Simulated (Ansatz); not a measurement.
CdF2:
```
CdF2
1.0
    0.00000     2.64872     2.64872
    2.64872     0.00000     2.64872
    2.64872     2.64872     0.00000
Cd F
1 2
Cartesian
  0.00000   0.00000   0.00000
  1.32436   1.32436   1.32436
  3.97308   3.97308   3.97308
```

Relaxed with LDA. Special points in fractions of this cell's reciprocal vectors: Γ (0.000, 0.000, 0.000); X (0.500, 0.000, 0.500); U (0.625, 0.250, 0.625); K (0.375, 0.375, 0.750); L (0.500, 0.500, 0.500); W (0.500, 0.250, 0.750).

Problem. List the band energies nearest the valence-band maximum at these points for LDA (plane waves, PAW; program Ansatz).

Solution. In eV from the valence-band maximum; about four levels below and three above (degenerate sets whole), none deeper than 8.9 eV; … stands for higher levels left out; points with the same levels are listed once.

| k | below | above |
|---|---|---|
| Γ | -1.16 -1.16 -1.16 -0.41 -0.41 -0.41 | 2.99 … |
| X | -3.16 -0.64 -0.10 -0.10 | 8.15 9.65 … |
| U | -2.42 -1.11 -0.42 -0.20 | 8.12 10.78 … |
| L | -2.11 -2.11 -0.34 -0.34 | 7.33 8.95 … |
| W | -1.66 -1.66 -0.75 0.00 | 8.24 11.20 … |

Space group Fm-3m (fluorite). The LDA relaxation kept the symmetry of its start; phonons on a q-mesh show no instability. Scalar-relativistic: spin–orbit coupling is off unless named, which matters more the heavier the elements.

Potentials: the later of the program's two PAW sets.
